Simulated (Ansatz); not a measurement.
Input:

Sb:
```cif
data_Sb2
_chemical_formula_sum 'Sb2'
_space_group_name_H-M_alt 'P 1'
_space_group_IT_number 1
_cell_length_a 4.45279
_cell_length_b 4.45279
_cell_length_c 4.45279
_cell_angle_alpha 58.066
_cell_angle_beta 58.066
_cell_angle_gamma 58.066
loop_
_space_group_symop_operation_xyz
  'x, y, z'
loop_
_atom_site_label
_atom_site_type_symbol
_atom_site_fract_x
_atom_site_fract_y
_atom_site_fract_z
_atom_site_occupancy
Sb1 Sb 0.26432 0.26432 0.26432 1
Sb2 Sb 0.73568 0.73568 0.73568 1
```

This is the PBEsol-relaxed structure.

Question: All from the program Ansatz at the PBEsol level (PAW), unless another level is named. Estimate the electronic character.

Answer: no gap, with almost no states at the Fermi level (zero-gap or semimetallic).

Question: What about the gap with spin–orbit coupling?

Answer: none (metallic).

Space group R-3m (A7 (α-As type)). The PBEsol relaxation kept the symmetry of its start. Spin–orbit coupling is left out wherever it is not named.

Potentials: the earlier of the program's two PAW sets. The files were generated under PBE; for other functionals the program regenerates the frozen cores, and for LDA and PBEsol the local potential too.
